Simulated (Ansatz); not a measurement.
Space group Fm-3m (No. 225). a = 10.516 Å, b = 10.516 Å, c = 10.516 Å, α = 90.00°, β = 90.00°, γ = 90.00°
| atom | site | symmetry | x | y | z |
| --- | --- | --- | --- | --- | --- |
| Cs | 8c | -43m | 0.2500 | 0.7500 | 0.7500 |
| In | 4a | m-3m | 0.0000 | 0.0000 | 0.0000 |
| Ag | 4b | m-3m | 0.5000 | 0.0000 | 0.0000 |
| Cl | 24e | 4m.m | 0.2414 | 0.0000 | 0.0000 |

Equation of state of this Cs2InAgCl6 structure (not necessarily the ground state), with shape and atoms relaxed at each volume where symmetry leaves them free. The calculation used Ansatz, DFT r2SCAN, scalar-relativistic, plane waves, PAW.

Plane waves to 500 eV, a k mesh through Γ of 6×6×6 on the computed 10-atom cell and Gaussian smearing (0.02 eV); no spin polarisation.

```json
{"V (Å³/atom)": "25.586", "E − E(largest V) (meV/atom)": "31.12", "P (GPa)": "5.61", "gap on mesh (eV)": "1.48"}
{"V (Å³/atom)": "26.458", "E − E(largest V) (meV/atom)": "5.75", "P (GPa)": "3.77", "gap on mesh (eV)": "1.50"}
{"V (Å³/atom)": "27.331", "E − E(largest V) (meV/atom)": "-10.53", "P (GPa)": "2.26", "gap on mesh (eV)": "1.52"}
{"V (Å³/atom)": "28.203", "E − E(largest V) (meV/atom)": "-19.35", "P (GPa)": "1.02", "gap on mesh (eV)": "1.56"}
{"V (Å³/atom)": "29.075", "E − E(largest V) (meV/atom)": "-22.05", "P (GPa)": "0.01", "gap on mesh (eV)": "1.60"}
{"V (Å³/atom)": "29.947", "E − E(largest V) (meV/atom)": "-19.76", "P (GPa)": "-0.82", "gap on mesh (eV)": "1.65"}
{"V (Å³/atom)": "30.820", "E − E(largest V) (meV/atom)": "-13.42", "P (GPa)": "-1.49", "gap on mesh (eV)": "1.71"}
{"V (Å³/atom)": "31.983", "E − E(largest V) (meV/atom)": "0.00", "P (GPa)": "-2.18", "gap on mesh (eV)": "1.79"}
```

Q: Fit a third-order Birch–Murnaghan equation to E(V).

A: V0 = 29.08 Å³/atom, B0 = 30 GPa, B0' = 5.8.

Spin-orbit coupling is left out, which matters for the bands of heavy elements.

Cost: 8 runs of about 6.5 core-minutes in all, on AMD EPYC 9R45 (Zen 5) (shared hosts).